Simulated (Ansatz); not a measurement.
SiMo:
```
SiMo
1.0
    3.13753     0.00000     0.00000
   -1.56877     2.71718     0.00000
    0.00000     0.00000     7.00452
Mo Si
2 2
Direct
  0.00000   0.00000   0.00000
  0.00000   0.00000   0.50000
  0.33333   0.66667   0.25000
  0.66667   0.33333   0.75000
```

Relaxed with PBE. Special points in fractions of this cell's reciprocal vectors: Γ (0.000, 0.000, 0.000); M (0.500, 0.000, 0.000); K (0.333, 0.333, 0.000); A (0.000, 0.000, 0.500); L (0.500, 0.000, 0.500); H (0.333, 0.333, 0.500).

**Question.** List the band energies nearest the Fermi level at these points for plane-wave PAW PBE (Ansatz code).

**Answer.** In eV from the Fermi level; about four levels below and three above (degenerate sets whole), none deeper than 8.9 eV; points with the same levels are listed once.

```
k                          below                          above
-  -----------------------------  -----------------------------
Γ        -0.83 -0.83 -0.10 -0.10            0.43 0.81 1.12 1.12
M        -2.96 -2.19 -1.99 -1.00                 0.17 1.60 2.52
K  -3.07 -3.07 -1.47 -0.98 -0.98                 1.62 1.62 1.67
A        -1.19 -1.19 -1.19 -1.19  0.28 0.28 0.40 0.40 0.40 0.40
L        -1.59 -1.59 -1.23 -1.23            2.56 2.56 2.67 2.67
H        -3.07 -3.07 -1.12 -1.12            2.77 2.77 2.93 2.93
```

Space group P6_3/mmc (NiAs type). A made-up cell: these elements were put on the sites of a structure type; neither database checked (COD, Materials Project) lists it. Its standing as an ambient phase is unchecked. The cell was relaxed with PBE under the symmetry of its start; whether a distortion lowers the energy is not shown. The run is not spin-polarised. Scalar-relativistic: spin–orbit coupling is off unless named, which matters more the heavier the elements.

Potentials: the later of the program's two PAW sets.
